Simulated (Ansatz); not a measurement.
Li₂Pd:
```
CELL_PARAMETERS angstrom
      4.21683     0.00000     0.00000
     -2.10842     3.65188     0.00000
      0.00000     0.00000     2.69036
ATOMIC_POSITIONS crystal
  Li 0.33333 0.66667 0.50000
  Li 0.66667 0.33333 0.50000
  Pd 0.00000 0.00000 0.00000
```

This is the r²SCAN-relaxed structure.

Q: All from r²SCAN (plane waves, PAW; program Ansatz), unless another level is named. Predict the formation energy from the elements (no fitted shifts).

A: -33 kJ/mol of atoms.

Q: What about the density of states at the Fermi level?

A: 0.23 states/eV per atom (mean over ±0.08 eV).

Space group P6/mmm. The workflow started from a Materials Project entry (that database holds measured and hypothetical structures alike); the Crystallography Open Database files this formula in space group No. 191, but the cells were not matched. Its standing as an ambient phase is unchecked. Symmetry was held in the r²SCAN relaxation; its stability against distortions is not shown here. No spin polarisation was allowed. The references are the lowest solids computed at this level, not always the standard phases. Spin–orbit coupling is left out wherever it is not named.

Potentials: the later of the program's two PAW sets.
